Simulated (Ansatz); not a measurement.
Here is the system:

TiC (rock salt)

```
CELL_PARAMETERS angstrom
      0.00000     2.16390     2.16390
      2.16390     0.00000     2.16390
      2.16390     2.16390     0.00000
ATOMIC_POSITIONS crystal
  C  0.00000 0.00000 0.00000
  Ti 0.50000 0.50000 0.50000
```

Equation-of-state scan: isotropic scaling of the cell above, V₀ being its volume. Symmetry pins the atoms to their sites.

Computed with r2SCAN (plane waves to 500 eV, PAW, scalar-relativistic; Ansatz, a first-principles code). k mesh 18×18×18 (Γ-centred), Fermi-Dirac smearing 0.05 eV. The energy includes the smearing's −TS. Compression counts positive. TiC is run without spin polarisation. TiC was relaxed with its symmetry unable to fall. ΔE is measured from the relaxed starting cell.

The scan covers V/V₀ from 0.940 to 1.060 in 13 points.

Task: What is ΔE at V/V₀ = 0.940?

Result: 33 meV/atom.

Task: What is ΔE at V/V₀ = 1.060?

Result: 27 meV/atom.

(A scan under strain: stresses follow from slopes of the energy per volume, elastic moduli from its curvatures.)
